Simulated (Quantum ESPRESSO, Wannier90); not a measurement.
# Sn (Immm), plane waves to Wannier functions

```
begin unit_cell_cart
ang
   -1.7265400000    1.7755450000    2.3383400000
    1.7265400000   -1.7755450000    2.3383400000
    1.7265400000    1.7755450000   -2.3383400000
end unit_cell_cart
begin atoms_frac
Sn   0.0000000000  0.0000000000  0.0000000000
end atoms_frac
```

Cell from Materials Project (mp-623511), symmetrised, no further relaxation. Not found in the COD (Crystallography Open Database) copy used, which has the formula in other groups; not checked further. Method: PBEsol plane waves in Quantum ESPRESSO 7.5 (PseudoDojo norm-conserving files, 58 Ry, spinors with spin-orbit coupling), Bloch states on a 10×10×10 mesh through Γ, Wannier90 4.0.1. Density: 16×16×16 mesh, cold smearing 0.01 Ry.

A tight-binding model is made by disentanglement and projection with no localisation steps (num_iter = 0), so the 8 orbitals stay atom-like: hydrogen-like Sn: s;p, axes along x, y, z; frozen window up to 1.50 eV relative to the Fermi level. It follows pw.x to 14 meV rms for states up to 1.0 eV relative to the Fermi level. Matrix elements depend on this choice of orbitals and windows.

What are the on-site energies relative to the Fermi level, and how fast do the hoppings decay?


```tsv
atom	orbitals	energy (eV)
Sn1	s↑ s↓	-6.00
Sn1	pz↑ pz↓ px↑ px↓	1.25
Sn1	py↑ py↓	1.17
```

```tsv
distance of the centres (Å)	largest modulus (eV)
3–4	1.5
4–5	0.054
5–6	0.059
6–7	0.23
7–8	0.19
8–9	0.014
9–10	0.0087
10–11	0.048
11–12	0.0035
```

Effective spin-orbit constants λ of λ L·S, from the same-site elements px↑–py↑ (λ/2) and dx2-y2↑–dxy↑ (λ), where they are among the larger elements: Sn1 p 0.39 eV.
